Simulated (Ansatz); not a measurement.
Space group F-43m (No. 216). a = 6.825 Å, b = 6.825 Å, c = 6.825 Å, α = 90.00°, β = 90.00°, γ = 90.00°
```
atom site symmetry x y z
  Zr    4a      -43m  0.0000  0.0000  0.0000
  Cu    4c      -43m  0.2500  0.2500  0.2500
  Cu   16e       .3m  0.1241  0.3759  0.8759
```

Equation of state of this ZrCu5 structure (not necessarily the ground state), with shape and atoms relaxed at each volume where symmetry leaves them free. It has no gap at any of these volumes. These are results of DFT r2SCAN, scalar-relativistic, plane waves, PAW (Ansatz), not measurements.

Cutoff 500 eV; k points 10×10×10 on the computed 6-atom cell (Γ-centred); Gaussian smearing, width 0.10 eV; no spin polarisation.

| V (Å³/atom) | E − E(largest V) (meV/atom) | P (GPa) |
| --- | --- | --- |
| 12.450 | 5.14 | 11.08 |
| 12.848 | -14.66 | 5.06 |
| 13.245 | -20.74 | -0.01 |
| 13.642 | -15.23 | -4.29 |
| 14.040 | 0.00 | -7.88 |

Problem. Fit a third-order Birch–Murnaghan equation to E(V).

Solution. V0 = 13.24 Å³/atom, B0 = 155 GPa, B0' = 4.7.

Cost: 5 runs of about 12 core-minutes in all, on Intel Xeon Platinum 8259CL (Skylake/Cascade Lake) (shared hosts).